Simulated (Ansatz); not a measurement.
Relaxed-ion elastic tensor of Ta$_{2}$InC in space group P6_3/mmc (No. 194; Ta on 4f, In on 2d, C on 2a) in GPa (Voigt order), plane-wave PAW r²SCAN (Ansatz code); density 13.07 g/cm³, 15.53 Å³ per atom.

```
 321  95.3   136   0.0   0.0   0.0
95.3   321   136   0.0   0.0   0.0
 136   136   310   0.0   0.0   0.0
 0.0   0.0   0.0   122   0.0   0.0
 0.0   0.0   0.0   0.0   122   0.0
 0.0   0.0   0.0   0.0   0.0   113
```

Q: Is the crystal mechanically stable?

A: Yes: the smallest eigenvalue of C is 113 GPa.

Q: Work out the Voigt, Reuss and Hill averages.

A: K_V = 187, K_R = 187, K_H = 187; G_V = 110, G_R = 108, G_H = 109 GPa.

Q: Give Young's modulus, Poisson's ratio, Pugh's ratio and the universal anisotropy index.

A: E = 9KG/(3K + G) = 274 GPa; ν = 0.26; K/G = 1.72 (near the Pugh limit of 1.75, no verdict); A_U = 5G_V/G_R + K_V/K_R − 6 = 0.11.

Q: Estimate the sound speeds and the Debye temperature.

A: v_l = √((K + 4G/3)/ρ) = 5040 m/s, v_t = √(G/ρ) = 2890 m/s, mean 3210 m/s; Θ = (h/k)(3n/4πV)^(1/3) v_m = 383 K.

Q: Solve the Christoffel equation for the three sound speeds along x, y, z.

A: Eigenvalues of C_ijkl n_j n_l equal ρv². In km/s, slowest first: x 2.94, 3.05, 4.95; y 2.94, 3.05, 4.95; z 3.05, 3.05, 4.87.

Q: How much does each axis shrink under pressure?

A: Linear compressibilities β_i = Σ_j S_ij (j = 1 to 3): x 1.9, y 1.9, z 1.6 per TPa.

The first step of the workflow began from a Materials Project structure, measured or hypothetical; the Crystallography Open Database copy checked does not list it. Its standing as an ambient phase is unchecked. The cell was relaxed with r²SCAN under the symmetry of its start; whether a distortion lowers the energy is not shown. No spin polarisation was allowed. As this level gives no gap, shear constants depend on the k-mesh and smearing (Fermi–Dirac, 0.1 eV here). Scalar-relativistic: spin–orbit coupling is off unless named, which matters more the heavier the elements.

Potentials: the later of the program's two PAW sets.
